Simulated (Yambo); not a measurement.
A G0W0@PBEsol run in Yambo for NaCuO2 (space group C2/m, No. 12) under isotropic strain of -0.7 % on all lattice vectors (6×6×2 Γ-centred k mesh, bands 6 to 94 and a 8 Ry block in the screening, 94 bands in G with the Bruneval-Gonze terminator, plasmon pole fitted at 27.2 eV) gives these matrix elements, in eV, at the band edges ((0, 0, -0.5) → (0.167, -0.167, -0.5)):

| state | E0 | <Vxc> | <Σx> | <Σc(E0)> | Z |
|---|---|---|---|---|---|
| valence edge | 0.000 | -25.140 | -32.215 | 6.291 | 0.743 |
| conduction edge | 0.547 | -25.860 | -22.321 | -2.122 | 0.754 |

Task: Solve the linearised quasiparticle equation for both states, give the gap, and say how exchange and correlation each act on it.

Result: E = E0 + Z(Σx + Σc − Vxc). Valence: 0.000 + 0.743 × (-32.215 + (6.291) − (-25.140)) = -0.58 eV. Conduction: 0.547 + 0.754 × (-22.321 + (-2.122) − (-25.860)) = 1.62 eV. The gap is 2.20 eV, against 0.55 eV in PBEsol. Replacing Vxc by bare exchange alone would open it by 10.61 eV; correlation takes back 8.41 eV of that, and Z scales what is left. Convergence of the G0W0 settings was not tested. Oxides, nitrides and fluorides with a shallow 3d shell are known to need far more bands and larger blocks. The mesh misses a band edge: along a dense path the PBEsol gap is 0.47 eV against 0.55 eV on the mesh. The 3d shell has no Hubbard U; the runs are without spin polarisation, and magnetic order was not tried.

Geometry strained from the cell relaxed with PBEsol, atoms relaxed again; primitive cell a = b = 3.4945 Å, c = 6.0137 Å, α = β = 118.05°, γ = 45.74°.
